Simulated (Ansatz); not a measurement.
Consider the following.

Starting cell, HfN (rock salt):

```yaml
crystal:
  lattice:
    - [0.00000, 2.27394, 2.27394]
    - [2.27394, 0.00000, 2.27394]
    - [2.27394, 2.27394, 0.00000]
  atoms:
    - { symbol: N, position: [0.00000, 0.00000, 0.00000] }
    - { symbol: Hf, position: [0.50000, 0.50000, 0.50000] }
```

Scan: atom 1 (N, nearest neighbour Hf at 2.274 Å; its periodic images, 3.2 Å or more away, move with it) is displaced along Cartesian x, direction (1.000, 0.000, 0.000) in Cartesian axes, by s. The other atoms stay.

Level of theory: PBE (plane waves to 420 eV, PAW, scalar-relativistic; Ansatz, an electronic-structure program). k mesh 14×14×14 (Γ-centred), Fermi-Dirac smearing 0.05 eV. E stands for the smeared free energy. Left out: 2 of 11 points, with atoms too close for the PAW data. With partly filled bands, energies and forces of such displacements shift with the k mesh and the smearing. HfN is run without spin polarisation. HfN was relaxed with its symmetry unable to fall. Spin-orbit coupling is left out, though Hf is heavy. ΔE is measured from the undisplaced structure.

The scan covers s from -0.360 to 0.360 Å in 9 points.

Is the energy the same for equal positive and negative displacements?

Even: the same for both signs. With its periodic images moving along, the atom's site symmetry in this cell is m-3m.

What force acts on the atom along the line at s = -0.360 Å?

4.90 eV/Å.

What is the force constant k = d²E/ds² of this move at s = 0?

10.9 eV/Å².

With two atoms in the cell this is the zone-centre optical mode. What wavenumber follows?

477 cm⁻¹.

(For displaced atoms, the force is minus the slope of the energy, and its curvature is a force constant, which sets phonon frequencies.)
